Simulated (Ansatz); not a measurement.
MgH₂:
```cif
data_H8Mg4
_chemical_formula_sum 'Mg4 H8'
_space_group_name_H-M_alt 'Pbcn'
_space_group_IT_number 60
_space_group_name_Hall '-P 2n 2ab'
_cell_length_a 4.42055
_cell_length_b 5.33941
_cell_length_c 4.84286
_cell_angle_alpha 90.000
_cell_angle_beta 90.000
_cell_angle_gamma 90.000
loop_
_atom_site_label
_atom_site_type_symbol
_atom_site_symmetry_multiplicity
_atom_site_Wyckoff_symbol
_atom_site_fract_x
_atom_site_fract_y
_atom_site_fract_z
_atom_site_occupancy
Mg1 Mg 4 c 0.00000 0.66918 0.25000 1
H1 H 8 d 0.23034 0.39427 0.07894 1
```

Relaxed with LDA.

Task: Which orbitals make up the states near the band edges in LDA (plane waves, PAW; program Ansatz)?

Result: Top 1 eV of the valence band: H 1s 94 %. Bottom 1 eV of the conduction band: Mg 3s 46 %, H 1s 7 %, outside the projected shells 47 %. Projections are on Löwdin-orthogonalised atomic valence shells; empty p or d shells of many metals are not among them.

Task: Tabulate the density of states.

Result: States/eV per cell of 12 atoms, in 0.25 eV bins, energy from the valence-band maximum.

```tsv
E (eV)	total	H 1s	Mg 3s
-7.30	0.00	0.00	0.00
-7.05	0.20	0.10	0.10
-6.80	0.51	0.26	0.24
-6.55	0.69	0.36	0.32
-6.30	0.83	0.45	0.37
-6.05	1.00	0.56	0.43
-5.80	1.14	0.66	0.48
-5.55	1.16	0.69	0.46
-5.30	1.31	0.80	0.50
-5.05	1.50	0.95	0.55
-4.80	1.86	1.20	0.64
-4.55	1.81	1.21	0.59
-4.30	1.79	1.24	0.54
-4.05	1.58	1.13	0.44
-3.80	1.33	0.99	0.33
-3.55	1.94	1.50	0.41
-3.30	2.49	2.00	0.45
-3.05	2.52	2.09	0.37
-2.80	2.46	2.11	0.28
-2.55	2.75	2.41	0.26
-2.30	3.07	2.74	0.23
-2.05	3.20	2.86	0.22
-1.80	3.64	3.30	0.20
-1.55	3.85	3.54	0.17
-1.30	3.35	3.11	0.13
-1.05	3.77	3.51	0.14
-0.80	4.98	4.63	0.20
-0.55	6.09	5.73	0.19
-0.30	2.95	2.81	0.06
-0.05	0.24	0.23	0.00
0.20	0.00	0.00	0.00
0.45	0.00	0.00	0.00
0.70	0.00	0.00	0.00
0.95	0.00	0.00	0.00
1.20	0.00	0.00	0.00
1.45	0.00	0.00	0.00
1.70	0.00	0.00	0.00
1.95	0.00	0.00	0.00
2.20	0.00	0.00	0.00
2.45	0.00	0.00	0.00
2.70	0.00	0.00	0.00
2.95	0.00	0.00	0.00
3.20	0.00	0.00	0.00
3.45	0.14	0.01	0.09
3.70	0.61	0.04	0.33
3.95	1.56	0.11	0.70
4.20	2.38	0.19	1.03
4.45	3.01	0.24	1.14
4.70	3.23	0.25	1.13
4.95	3.76	0.28	1.14
5.20	4.41	0.30	1.10
5.45	4.24	0.30	0.90
5.70	3.84	0.26	0.72
5.95	3.46	0.25	0.64
6.20	2.66	0.22	0.50
6.45	2.87	0.24	0.54
6.70	3.37	0.26	0.57
6.95	3.60	0.27	0.59
7.20	3.30	0.24	0.52
7.45	3.28	0.24	0.50
7.70	3.15	0.24	0.48
7.95	2.69	0.20	0.39
8.20	3.28	0.26	0.52
```

The workflow started from a Materials Project entry (that database holds measured and hypothetical structures alike); the Crystallography Open Database copy checked does not list it. It is not the phase usual at ambient conditions (space group No. 136). The cell was relaxed with LDA under the symmetry of its start; phonons on a q-mesh show no instability.

Potentials: the later of the program's two PAW sets.
